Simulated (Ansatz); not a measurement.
La:
```cif
data_La4
_chemical_formula_sum 'La4'
_space_group_name_H-M_alt 'P 1'
_space_group_IT_number 1
_cell_length_a 3.64894
_cell_length_b 3.64894
_cell_length_c 11.75710
_cell_angle_alpha 90.000
_cell_angle_beta 90.000
_cell_angle_gamma 120.000
loop_
_space_group_symop_operation_xyz
  'x, y, z'
loop_
_atom_site_label
_atom_site_type_symbol
_atom_site_fract_x
_atom_site_fract_y
_atom_site_fract_z
_atom_site_occupancy
La1 La 0.00000 0.00000 0.00000 1
La2 La 0.00000 0.00000 0.50000 1
La3 La 0.33333 0.66667 0.25000 1
La4 La 0.66667 0.33333 0.75000 1
```

Relaxed with PBEsol.

Q: Which orbitals make up the states near the Fermi level in PBEsol in the plane-wave PAW code Ansatz?

A: Within 0.5 eV of the Fermi level: La 5d 75 %, La 4f 14 %, La 6s 6 %. Projections are on Löwdin-orthogonalised atomic valence shells; empty p or d shells of many metals are not among them.

Q: Tabulate the density of states.

A: States/eV per cell of 4 atoms, in 0.25 eV bins, energy from the Fermi level.

| E (eV) | total | La 5d | La 4f | La 6s |
|---|---|---|---|---|
| -3.30 | 0.00 | 0.00 | 0.00 | 0.00 |
| -3.05 | 0.10 | 0.00 | 0.00 | 0.08 |
| -2.80 | 0.21 | 0.00 | 0.00 | 0.17 |
| -2.55 | 0.31 | 0.01 | 0.00 | 0.25 |
| -2.30 | 0.43 | 0.02 | 0.00 | 0.33 |
| -2.05 | 1.26 | 0.65 | 0.01 | 0.49 |
| -1.80 | 3.76 | 2.60 | 0.04 | 0.88 |
| -1.55 | 6.02 | 4.27 | 0.11 | 1.29 |
| -1.30 | 7.99 | 6.11 | 0.24 | 1.24 |
| -1.05 | 6.60 | 5.24 | 0.25 | 0.81 |
| -0.80 | 7.20 | 5.87 | 0.36 | 0.67 |
| -0.55 | 5.05 | 4.19 | 0.33 | 0.32 |
| -0.30 | 5.75 | 4.70 | 0.53 | 0.27 |
| -0.05 | 5.12 | 3.97 | 0.65 | 0.26 |
| 0.20 | 7.77 | 5.59 | 1.30 | 0.52 |
| 0.45 | 6.04 | 4.08 | 1.38 | 0.35 |
| 0.70 | 6.61 | 4.13 | 1.82 | 0.40 |
| 0.95 | 8.48 | 4.82 | 2.79 | 0.48 |
| 1.20 | 8.76 | 4.21 | 3.71 | 0.51 |

Space group P6_3/mmc (dhcp (α-La type)). The cell was relaxed with PBEsol under the symmetry of its start. Spin–orbit coupling is left out wherever it is not named.

Potentials: the later of the program's two PAW sets.
